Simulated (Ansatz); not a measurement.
Relaxed ZnCu (CsCl type):

```
ZnCu
1.0
    2.91880     0.00000     0.00000
    0.00000     2.91880     0.00000
    0.00000     0.00000     2.91880
Zn Cu
1 1
Cartesian
  0.00000   0.00000   0.00000
  1.45940   1.45940   1.45940
```

The atoms are displaced by Q × the pattern below (from a DFPT mode at Γ, largest move 1; Q in Å), at fixed cell. It is one choice among 3 degenerate patterns.

| atom | x | y | z |
|---|---|---|---|
| Zn1 | 0.000 | 0.000 | -0.972 |
| Cu2 | 0.000 | 0.000 | 1.000 |

Method: r2SCAN (plane waves to 500 eV, PAW, scalar-relativistic; Ansatz, a program for electronic structure). k mesh 16×16×16 (Γ-centred), Fermi-Dirac smearing 0.05 eV. The energy includes the smearing's −TS. With partly filled bands, energies and forces of such displacements shift with the k mesh and the smearing. ZnCu is run without spin polarisation. ZnCu was relaxed with its symmetry unable to fall. The zero of ΔE is the undisplaced structure. The last digit holds for this mesh only.

```csv
Q (Å),ΔE (meV/cell)
-0.2800,withheld
-0.2333,523.0
-0.1867,340.0
-0.1400,193.4
-0.0933,86.6
-0.0467,21.8
0.0000,0.0
0.0467,21.8
0.0933,86.6
0.1400,193.4
0.1867,340.0
0.2333,523.0
0.2800,withheld
```

### Question
Fit an even polynomial form (powers 2, 4) to the given rows and predict ΔE at Q = -0.2800.

### Answer
Least squares on the 11 given rows: ΔE = (10010)·Q² + (-7423)·Q⁴, in meV/cell with Q in Å; root-mean-square residual 0.08 meV/cell. At -0.2800 the fit gives 739.2 meV/cell; the calculation gives 737.9 meV/cell, so the extrapolation is off by 1.3 (+0.2 %). The quadratic term alone would give 784.8 meV/cell.

(A displaced cell: forces are minus the slopes of the energy, force constants its curvatures, and phonons follow from these.)
